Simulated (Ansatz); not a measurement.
**Eigenvalues along a path: ScCu**

```yaml
crystal:
  lattice:
    - [2.66771, 0.00000, 0.00000]
    - [0.00000, 2.66771, 0.00000]
    - [0.00000, 0.00000, 2.66771]
  atoms:
    - { symbol: Sc, position: [0.50000, 0.50000, 0.50000] }
    - { symbol: Cu, position: [0.00000, 0.00000, 0.00000] }
```

The base volume is that of a database entry, so it needn't be at zero pressure; the structure needn't be the stable phase, at rest or compressed.

Level of theory: DFT with PBEsol, scalar-relativistic, in Ansatz 0.2.0; a Γ-centred 11×11×11 k mesh, Fermi–Dirac smearing of 0.05 eV, no spin polarisation. LAPW: all electrons, basis error target 1 meV/atom.

This run: volume at 0.55 of the series' base cell.

Path points, in fractions of the reciprocal vectors: Γ (0.000, 0.000, 0.000), X (0.000, 0.500, 0.000), M (0.500, 0.500, 0.000), R (0.500, 0.500, 0.500). The distance column jumps between branches of the path. Levels in eV from the Fermi level; bands 13 to 21, counted from the lowest band of the run. The gap is zero, the pressure 164.4 GPa.

```
# k(1/Å) point b13 b14 b15 b16 b17 b18 b19 b20 b21
0.000 Γ -9.10 -7.38 -7.38 -4.96 -4.96 -4.96 0.58 0.58 5.83
0.196 - -8.89 -7.32 -7.26 -4.97 -4.97 -4.95 0.51 0.64 5.36
0.393 - -8.29 -7.15 -6.94 -4.99 -4.99 -4.90 0.31 0.75 4.37
0.589 - -7.41 -6.88 -6.48 -5.01 -5.01 -4.83 0.01 0.66 3.34
0.785 - -6.60 -6.44 -5.92 -5.02 -5.02 -4.76 -0.32 0.07 2.49
0.981 - -6.36 -5.95 -5.03 -5.03 -4.95 -4.71 -0.95 -0.59 1.94
1.178 X -6.27 -5.82 -5.03 -5.03 -4.70 -4.30 -1.61 -0.70 1.75
1.374 - -6.28 -5.80 -5.33 -5.08 -4.79 -3.83 -1.79 -0.47 1.90
1.570 - -6.47 -5.75 -5.57 -5.23 -5.04 -2.91 -2.17 0.14 2.17
1.766 - -6.86 -6.13 -5.44 -5.35 -5.12 -2.47 -1.76 0.97 2.26
1.963 - -7.29 -6.42 -5.65 -5.62 -4.63 -2.59 -0.51 1.76 2.09
2.159 - -7.61 -6.61 -5.81 -5.80 -4.25 -2.54 0.70 1.80 2.07
2.355 M -7.73 -6.67 -5.86 -5.86 -4.12 -2.47 1.64 1.64 1.66
2.633 - -7.51 -6.55 -5.80 -5.69 -4.37 -2.67 0.43 1.62 2.23
2.910 - -7.07 -6.30 -5.63 -5.28 -5.00 -3.51 -0.21 1.45 1.92
3.188 - -6.88 -6.39 -5.81 -5.40 -4.90 -4.64 0.19 1.14 1.70
3.466 - -7.64 -6.89 -6.60 -5.18 -4.99 -4.79 0.42 0.83 2.99
3.743 - -8.69 -7.24 -7.17 -5.02 -4.98 -4.89 0.51 0.64 4.90
4.021 Γ -9.10 -7.38 -7.38 -4.96 -4.96 -4.96 0.58 0.58 5.83
4.361 - -8.49 -7.12 -7.12 -5.03 -5.03 -4.85 0.59 0.59 4.42
4.701 - -7.01 -6.48 -6.48 -5.22 -5.22 -4.81 0.80 0.80 2.83
5.041 - -5.84 -5.84 -5.68 -5.39 -5.39 -5.10 0.64 0.64 2.98
5.381 - -6.02 -5.63 -5.63 -5.13 -5.13 -4.09 -0.92 -0.92 4.34
5.720 - -5.80 -5.49 -5.49 -4.67 -4.67 -3.57 -2.55 -2.55 6.27
6.060 R -5.39 -5.39 -5.39 -4.09 -4.09 -3.60 -3.60 -3.60 6.82
6.338 - -5.64 -5.59 -5.40 -4.76 -4.42 -3.28 -3.09 -2.73 6.31
6.616 - -5.97 -5.95 -5.42 -5.41 -4.75 -2.92 -2.16 -1.53 4.43
6.893 - -6.12 -6.04 -5.86 -5.37 -4.99 -2.63 -1.73 -0.31 2.55
7.171 - -6.11 -5.97 -5.89 -5.27 -5.07 -2.40 -2.33 0.75 0.92
7.448 - -6.23 -5.83 -5.48 -5.11 -4.87 -3.54 -1.91 -0.25 1.49
7.726 X -6.27 -5.82 -5.03 -5.03 -4.70 -4.30 -1.61 -0.70 1.75
9.391 R -5.39 -5.39 -5.39 -4.09 -4.09 -3.60 -3.60 -3.60 6.82
9.588 - -5.48 -5.48 -5.46 -4.73 -4.09 -3.31 -3.31 -3.16 6.61
9.784 - -5.65 -5.64 -5.64 -5.63 -4.10 -2.78 -2.58 -2.58 5.13
9.980 - -6.48 -5.94 -5.76 -5.76 -4.11 -2.59 -1.55 -1.55 3.68
10.176 - -7.15 -6.28 -5.83 -5.83 -4.12 -2.50 -0.33 -0.33 2.57
10.373 - -7.58 -6.56 -5.86 -5.86 -4.12 -2.47 0.93 0.93 1.88
10.569 M -7.73 -6.67 -5.86 -5.86 -4.12 -2.47 1.64 1.64 1.66
```
